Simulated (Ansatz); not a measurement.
SnTe (rock salt), relaxed with r²SCAN (Ansatz, a quantum-chemistry and plane-wave program, plane waves, PAW): a = 6.374 Å, b = 6.374 Å, c = 6.374 Å, α = 90.00°, β = 90.00°, γ = 90.00°.

- gap (eV): 0.14
- B₀ by P(V) fit (GPa): 43.8

Question: The same phase is relaxed and computed with HSE06 in the same code. What are the cell and these values now?

Answer: a = b = c = 6.3638 Å, α = β = γ = 90.00°.

* **gap (eV)**: 0.23
* **B₀ by P(V) fit (GPa)**: 43.4

All cells were relaxed under the symmetry of their starts (and spin orders); stability against distortions was not tested throughout. Scalar-relativistic: spin–orbit coupling is off unless named, which matters more the heavier the elements.

Potentials: the later of the program's two PAW sets.

Ansatz is a plane-wave DFT program.
